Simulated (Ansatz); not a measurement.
MgTiNO in space group P4/nmm (No. 129; Ti on 2c, N on 2c, Mg on 2c, O on 2c), plane-wave PAW r²SCAN (Ansatz code), all energies at zero smearing, with the estimated change up to a 700 eV cutoff added, with one set of potentials and settings (totals compare only within such a set). Cell of 8 atoms (2 Ti, 2 N, 2 Mg, 2 O): -10782.320 eV.

```
element                            reference phase  E (eV/atom)
-------  -----------------------------------------  -----------
Ti                     P6/mmm, 3 atoms in the cell   -2504.3941
N                        Pa-3, 8 atoms in the cell    -384.8341
Mg                   P6_3/mmc, 2 atoms in the cell   -1926.4080
O        C2/m, 4 atoms in the cell, spin-polarised    -566.0346
```

Formation energy per atom, worked out: (-10782.320 − 2×(-2504.3941) − 2×(-384.8341) − 2×(-1926.4080) − 2×(-566.0346))/8 = -2.372 eV/atom (-229 kJ per mol of atoms), at 0 K, without zero-point energy or fitted corrections.

The start of the workflow was typed in or built on a structure type; neither database checked (COD, Materials Project) lists it. Whether it is the stable phase at ambient conditions was not checked. The r²SCAN relaxation kept the symmetry of its start; its stability against distortions is not shown here. The workflow began spin-polarised and lost its moments. The references are the lowest solids computed at this level, not always the standard phases (solids in place of the gases).

Potentials: the earlier of the program's two PAW sets.
